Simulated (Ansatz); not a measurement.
Space group Pm-3m (No. 221). a = 3.705 Å, b = 3.705 Å, c = 3.705 Å, α = 90.00°, β = 90.00°, γ = 90.00°
```csv
atom,site,symmetry,x,y,z
Y,1b,m-3m,0.5000,0.5000,0.5000
Hg,1a,m-3m,0.0000,0.0000,0.0000
```

Equation of state of this YHg structure (not necessarily the ground state), with shape and atoms relaxed at each volume where symmetry leaves them free. It has no gap at any of these volumes. Theory: DFT r2SCAN, scalar-relativistic, plane waves, PAW in Ansatz 0.2.0.

Plane waves to 500 eV, a k mesh through Γ of 12×12×12 on the computed 2-atom cell and Gaussian smearing (0.10 eV); no spin polarisation.

```json
{"V (Å³/atom)": "22.372", "E − E(largest V) (meV/atom)": "56.24", "P (GPa)": "12.47"}
{"V (Å³/atom)": "23.135", "E − E(largest V) (meV/atom)": "6.28", "P (GPa)": "8.54"}
{"V (Å³/atom)": "23.898", "E − E(largest V) (meV/atom)": "-26.33", "P (GPa)": "5.20"}
{"V (Å³/atom)": "24.660", "E − E(largest V) (meV/atom)": "-44.17", "P (GPa)": "2.36"}
{"V (Å³/atom)": "25.423", "E − E(largest V) (meV/atom)": "-49.51", "P (GPa)": "-0.04"}
{"V (Å³/atom)": "26.186", "E − E(largest V) (meV/atom)": "-44.30", "P (GPa)": "-2.06"}
{"V (Å³/atom)": "26.948", "E − E(largest V) (meV/atom)": "-30.20", "P (GPa)": "-3.77"}
{"V (Å³/atom)": "27.965", "E − E(largest V) (meV/atom)": "0.00", "P (GPa)": "-5.63"}
```

**Question.** Fit a third-order Birch–Murnaghan equation to E(V).

**Answer.** V0 = 25.41 Å³/atom, B0 = 74 GPa, B0' = 4.6.

Spin-orbit coupling is left out, which matters for the bands of heavy elements.

Cost: 8 runs of about 2.1 core-minutes in all, on Arm Neoverse V1 (shared hosts).